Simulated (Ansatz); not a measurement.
Input and command of a plane-wave DFT calculation in Ansatz:

```yaml
crystal:
  lattice:
    - [5.363335, 0.0, 0.0]
    - [0.0, 2.757636, 3.65026]
    - [0.0, -2.757636, 3.65026]
  atoms:
    - { symbol: Cu, position: [0.0, 0.569879, 0.147648], spin: 1.0 }
    - { symbol: Cu, position: [0.0, 0.147648, 0.569879], spin: 1.0 }
    - { symbol: Cu, position: [0.5, 0.635565, 0.128865], spin: 1.0 }
    - { symbol: Cu, position: [0.5, 0.128865, 0.635565], spin: 1.0 }
    - { symbol: Cu, position: [0.264951, 0.622987, 0.622987], spin: 1.0 }
    - { symbol: Cu, position: [0.735049, 0.622987, 0.622987], spin: 1.0 }
    - { symbol: Cu, position: [0.716091, 0.142668, 0.142668], spin: 1.0 }
    - { symbol: Cu, position: [0.283909, 0.142668, 0.142668], spin: 1.0 }
    - { symbol: O, position: [0.0, 0.986733, 0.986733] }
basis:
  ecutwfc: 500
kpoints:
  mp_grid: { grid: [4, 4, 4] }
hamiltonian:
  xc: r2scan
scf:
  occupations: { method: gaussian, width: 0.1 }
  lower_state_search: "off"
output:
  forces: true
  stress: true
  eigenvalues: true
  populations: true
magnetization:
  spin_polarized: true
```

```bash
ansatz run input.yaml --threads 2 --pin off --max-ram 5120MiB --backend cpu --events-out ev --progress --plain --runs-dir out
```

Processor: AMD EPYC 9R45 96-Core Processor (Zen 5), 2 threads, on a host shared with other jobs.

Question: How long does it run, and how much memory does it take?

Answer: About 48 s on 2 threads of AMD EPYC 9R45 96-Core Processor (Zen 5), on a shared host, peak memory 0.9 GiB. It solves 100 bands at 21 k points (the mesh reduced by symmetry) with about 2733 plane waves, in 26 SCF iterations.
